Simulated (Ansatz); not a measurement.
Input and output of a single-point calculation on a free-standing Janus 2H monolayer of WOTe (Ansatz 0.2.0, r2SCAN). Cell and atoms come from a relaxation with r2SCAN.

```yaml
crystal:
  lattice:
    - [3.1729583639, 0.0, 0.0]
    - [-1.5864791819, 2.7478625483, 0.0]
    - [0.0, 0.0, 30.6454919224]
  atoms:
    - { symbol: W, position: [0.3333333333, 0.6666666667, 0.3033886538] }
    - { symbol: O, position: [0.6666666667, 0.3333333333, 0.3381098199] }
    - { symbol: Te, position: [0.6666666667, 0.3333333333, 0.2395446523] }
  periodic: [true, true, false]
kpoints:
  mp_grid: { grid: [12, 12, 1] }
  band_path:
    path:
      - [0.0, 0.0, 0.0]
      - [0.5, 0.0, 0.0]
      - [0.3333333333, 0.3333333333, 0.0]
      - [0.0, 0.416667, 0.0]
      - [0.45, 0.1, 0.0]
    npoints: 1
hamiltonian:
  xc: r2scan
scf:
  occupations: { method: fixed }
  n_extra_bands: 4
output:
  forces: true
  stress: true
  eigenvalues: true
```

Some lines of the output have been replaced by numbered gaps.
```
scf.n_extra_bands = 4 over 18 filled bands (N_el = 36.0): the run solves 22 bands
Functional definition: r2SCAN
Crystal: 3 atoms, lattice volume = 267.194 Å³
Basis set: ecut = 500 eV, 6741 PW (Γ)
Symmetry: 6 space group operations
Space group: P3m1 (ITA 156)
k-points: 19 of 144 (time reversal used)
SCF 1 converged in 9 iterations: F = -17959.929811 eV  dr2 = 2.13e-8
NSCF: frozen V_eff on 5 k-points
SCF converged after 9 iterations
Free energy (F): -17959.929811 eV
Fermi energy:    -4.736092 eV
--- Forces (eV/Å), atoms counted from 1 ---
  atom   1  W       0.00000      0.00000      0.00135
  atom   2  O       0.00000      0.00000    -0.00066
  atom   3  Te      0.00000      0.00000    -0.00066
--- 2D stress c σ (N/m, compression-positive) ---
[1]
--- Band table (eV; the first three rows and the last of 19) ---
  k-point 0: bands = […, -10.4619, -10.4619, -9.3866, -5.9699, -5.9699, -4.7361, -2.3749 (-2.3749°), -2.3749 (-2.3749°), -1.9611, -1.0070]
  k-point 1: bands = […, -10.5874, -10.4132, -9.2468, -6.2926, -6.0609, -4.8132, -2.5200 (-2.5200°), -2.2997 (-2.2997°), -1.7820, -1.2166]
  k-point 2: bands = […, -10.8001, -10.2977, -8.9568, -7.2064, -6.2436, -5.1760, -2.8075, -2.2569 (-2.2569°), -2.1152, -1.3123]
  k-point 18: bands = […, -11.4683, -10.5267, -9.8968, -9.6594, -7.7947, -6.0579, -3.8581, -3.0072, -1.3072, -0.7645]
```

Task: Fill in the blanks. They hold the stress.

Result:
```
[1]
       -0.009740       0.000000       0.000000
        0.000000      -0.009740       0.000000
        0.000000       0.000000       0.000000
  P = ½ c Tr σ = -0.0097 N/m
```

Command: `ansatz run input.yaml --threads 4 --pin off --max-ram 5529MiB --backend cpu --events-out ev --progress --plain --runs-dir out`.

Task: It took 11 s on 4 threads of Arm Neoverse V2, with other jobs on the host. What peak of host memory did it reach?

Result: About 0.98 GiB.

(Calculated; spin-unpolarised; the phase may be known or hypothetical.)

Spin-orbit coupling is left out, which matters wherever the heavy atoms make up the band edges.
